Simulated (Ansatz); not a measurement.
Starting cell, TiC (rock salt):

```
CELL_PARAMETERS angstrom
      0.00000     4.32850     4.32850
      2.16425     0.00000     2.16425
      2.16425     2.16425     0.00000
ATOMIC_POSITIONS crystal
  C  0.00000 0.00000 0.00000
  C  0.50000 0.00000 0.00000
  Ti 0.25000 0.50000 0.50000
  Ti 0.75000 0.50000 0.50000
```

The atoms are displaced by Q × the pattern below (from a DFPT mode at L = (0.5, 0.0, 0.0), largest move 1; Q in Å), at fixed cell. (q is in reciprocal vectors of the primitive cell; the cell shown is doubled to hold the pattern.)

| atom | x | y | z |
|---|---|---|---|
| C1 | -0.577 | 0.577 | 0.577 |
| C2 | 0.577 | -0.577 | -0.577 |

Atoms not listed stay in place.

Calculation: r2SCAN (plane waves to 500 eV, PAW, scalar-relativistic; Ansatz, a quantum-chemistry and plane-wave program). k mesh 9×18×18 (Γ-centred), Fermi-Dirac smearing 0.05 eV. Energies are smeared free energies. With partly filled bands, energies and forces of such displacements shift with the k mesh and the smearing. The PAW data are Ansatz's earlier set. TiC is run without spin polarisation. TiC was relaxed with its symmetry unable to fall. The zero of ΔE is the undisplaced structure.

What ΔE (meV/cell) and −dE/dQ from forces (eV/Å) does the calculation give at Q (Å) = -0.280, -0.233, -0.047, 0.047, 0.093, 0.233?


```csv
Q (Å),ΔE (meV/cell),−dE/dQ from forces (eV/Å)
-0.280,1846,12.713
-0.233,1296,10.850
-0.047,53,2.266
0.047,53,-2.266
0.093,211,-4.509
0.233,1296,-10.850
```

(For displaced atoms, the force is minus the slope of the energy, and its curvature is a force constant, which sets phonon frequencies.)
